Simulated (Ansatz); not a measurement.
Here is the system:

MoS2:
```xyz
9
Lattice="3.1738 0.0000 0.0000 -1.5869 2.7486 0.0000 0.0000 0.0000 19.3104" Properties=species:S:1:pos:R:3 pbc="T T T"
Mo     1.5869     0.9162     0.0000
Mo     0.0000     1.8324    13.0672
Mo     0.0000     1.8324     6.2432
S      0.0000     1.8324     1.5535
S      0.0000     1.8324    17.7569
S      1.5869     0.9162    14.6210
S      1.5869     0.9162     4.6894
S      1.5869     0.9162     7.7966
S      1.5869     0.9162    11.5138
```

This is the r²SCAN+D4-relaxed structure.

**Question.** All from DFT-r²SCAN+D4 in the program Ansatz with PAW potentials, unless another level is named. Predict the formation energy from the elements (no fitted shifts).

**Answer.** -0.99 eV/atom.

**Question.** Next, the smallest direct gap on the standard path?

**Answer.** 1.75 eV.

**Question.** Predict the gap with spin–orbit coupling.

**Answer.** 1.13 eV.

**Question.** Next, the HSE06 gap on the r²SCAN+D4 cell?

**Answer.** 1.54 eV.

**Question.** And the conduction-band minimum?

**Answer.** at K (2 equivalent valleys).

Space group P-6m2. The workflow started from a Materials Project entry (that database holds measured and hypothetical structures alike); the Crystallography Open Database copy checked does not list it. It is not the phase usual at ambient conditions (space group No. 160, 194). The cell was relaxed with r²SCAN+D4 under the symmetry of its start; whether a distortion lowers the energy is not shown. The run is not spin-polarised. The references are the lowest solids computed at this level, not always the standard phases. Scalar-relativistic: spin–orbit coupling is off unless named, which matters more the heavier the elements.

Potentials: the earlier of the program's two PAW sets.
